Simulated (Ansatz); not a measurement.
Starting cell, GaP (zinc blende):

```xyz
4
Lattice="0.0000 5.4517 5.4517 2.7259 0.0000 2.7259 2.7259 2.7259 0.0000" Properties=species:S:1:pos:R:3 pbc="T T T"
P      4.0888     4.0888     4.0888
P      4.0888     6.8147     6.8147
Ga     0.0000     0.0000     0.0000
Ga     2.7259     5.4517     2.7259
```

The atoms are displaced by Q × the pattern below (from a DFPT mode at L = (0.5, 0.0, 0.0), largest move 1; Q in Å), at fixed cell. (q is in reciprocal vectors of the primitive cell; the cell shown is doubled to hold the pattern.)

| atom | x | y | z |
|---|---|---|---|
| P1 | 0.099 | -0.099 | -0.099 |
| P2 | -0.099 | 0.099 | 0.099 |
| Ga3 | 0.577 | -0.577 | -0.577 |
| Ga4 | -0.577 | 0.577 | 0.577 |

Method: r2SCAN (plane waves to 500 eV, PAW, scalar-relativistic; Ansatz, a quantum-chemistry and plane-wave program). k mesh 5×10×10 (Γ-centred), Fermi-Dirac smearing 0.05 eV. Energies are smeared free energies. Compression counts positive. GaP was relaxed with its symmetry unable to fall. The PAW data are Ansatz's earlier set. The zero of ΔE is the undisplaced structure.

| Q (Å) | −dE/dQ from forces (eV/Å) | P (GPa) | ΔE (meV/cell) |
|---|---|---|---|
| -0.280 | 7.945 | 2.43 | 1115 |
| -0.233 | 6.633 | 1.67 | 775 |
| -0.187 | 5.312 | 1.06 | ___ |
| -0.140 | 3.988 | 0.60 | ___ |
| -0.093 | 2.660 | 0.26 | 124 |
| -0.047 | 1.331 | 0.07 | ___ |
| 0.000 | 0.000 | 0.00 | 0 |
| 0.047 | -1.331 | 0.07 | ___ |
| 0.093 | -2.660 | 0.26 | 124 |
| 0.140 | -3.988 | 0.60 | ___ |
| 0.187 | -5.312 | 1.06 | ___ |
| 0.233 | -6.633 | 1.67 | 775 |
| 0.280 | -7.945 | 2.43 | 1115 |

### Question
What belongs in the gaps?

### Answer

- -0.187, ΔE (meV/cell): 496
- -0.140, ΔE (meV/cell): 279
- -0.047, ΔE (meV/cell): 31
- 0.047, ΔE (meV/cell): 31
- 0.140, ΔE (meV/cell): 279
- 0.187, ΔE (meV/cell): 496

(For displaced atoms, the force is minus the slope of the energy, and its curvature is a force constant, which sets phonon frequencies.)
